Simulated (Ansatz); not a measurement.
CuSe:
```xyz
12
Lattice="1.9701 -3.4890 0.0000 1.9701 3.4890 0.0000 0.0000 0.0000 17.1609" Properties=species:S:1:pos:R:3 pbc="T T T"
Cu     1.9701     1.0635    10.4840
Cu     1.9701    -1.0635     6.6770
Cu     1.9701    -1.0635     1.9035
Cu     1.9701     1.0635    15.2574
Cu     1.9701     0.5854     4.2902
Cu     1.9701    -0.5854    12.8707
Se     1.9701    -1.7019     4.2902
Se     1.9701     1.7019    12.8707
Se     1.9701    -3.3920     1.1986
Se     1.9701     3.3920    15.9623
Se     1.9701     3.3920     9.7791
Se     1.9701    -3.3920     7.3819
```

Relaxed with r²SCAN. Special points in fractions of this cell's reciprocal vectors: Γ (0.000, 0.000, 0.000); Y (-0.500, 0.500, 0.000); C0 (-0.330, 0.670, 0.000); Σ0 (0.330, 0.330, 0.000); Z (0.000, 0.000, 0.500); A0 (0.330, 0.330, 0.500); E0 (-0.330, 0.670, 0.500); T (-0.500, 0.500, 0.500); S (0.000, 0.500, 0.000); R (0.000, 0.500, 0.500).

Problem. List the band energies nearest the Fermi level at these points for plane-wave PAW r²SCAN (Ansatz code).

Solution. In eV from the Fermi level; about four levels below and three above (degenerate sets whole), none deeper than 8.9 eV; points with the same levels are listed once.

```
k                     below                above
--  -----------------------  -------------------
Γ   -0.48 -0.41 -0.37 -0.34       0.28 0.41 0.55
Y   -0.65 -0.57 -0.19 -0.11       0.92 2.03 3.25
C0  -1.18 -1.00 -0.61 -0.43       1.74 2.08 3.57
Z   -0.44 -0.44 -0.36 -0.36  0.38 0.38 0.62 0.62
A0  -1.16 -1.16 -0.46 -0.46  1.87 1.87 3.84 3.84
T   -0.45 -0.45 -0.26 -0.26  1.40 1.40 3.54 3.54
S   -1.02 -0.90 -0.53 -0.26       1.63 1.80 3.35
R   -0.75 -0.75 -0.55 -0.55  1.83 1.83 3.32 3.32
```

Space group Cmcm. The workflow started from a Materials Project entry (that database holds measured and hypothetical structures alike); the Crystallography Open Database copy checked does not list it. COD files the formula under space group No. 194, so this cell is another polymorph or a model. Its standing as an ambient phase is unchecked. Symmetry was held in the r²SCAN relaxation; whether a distortion lowers the energy is not shown. The run is not spin-polarised. Spin–orbit coupling is left out wherever it is not named.

Potentials: the earlier of the program's two PAW sets.
